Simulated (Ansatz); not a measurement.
Computed with DFT PBE, scalar-relativistic, plane waves, PAW in Ansatz. Cutoff 420 eV, Γ-centred meshes of about 0.25 Å⁻¹ or finer for metals and 0.3 Å⁻¹ for insulators (2π included), Gaussian smearing. No spin polarisation.

A search over trial structures of Si₃C₄ gave this relaxed cell.

```
CELL_PARAMETERS angstrom
3.00417 0.00000 0.00000
-1.50209 2.60169 0.00000
0.00000 0.00000 8.89321
ATOMIC_POSITIONS crystal
Si 0.00000 0.00000 0.50000
Si 0.66667 0.33333 0.17271
Si 0.33333 0.66667 0.82729
C 0.00000 0.00000 0.08587
C 0.33333 0.66667 0.62166
C 0.00000 0.00000 0.91413
C 0.66667 0.33333 0.37834
```

Q: Does it survive phonon and random-displacement tests?

A: As far as tested, yes. The phonons on a 3×3×1 q mesh of the computed 7-atom cell show no imaginary mode. (Phonon run: 12×12×4 k mesh, Gaussian smearing of 0.10 eV.) After random moves of the atoms it relaxes back. The optical modes at Γ run from 152 to 968 cm⁻¹. Around Si on a site of symmetry -3m lie 6 C at 2.04 Å; Si on a site of symmetry 3m has 4 C at 1.83–1.90 Å; C on its first site is surrounded by 1 C at 1.53 Å and 3 Si at 1.90 Å; around C on its second site lie 1 Si at 1.83 Å and 3 Si at 2.04 Å.

Phonons of metals hang on the k mesh and the smearing.
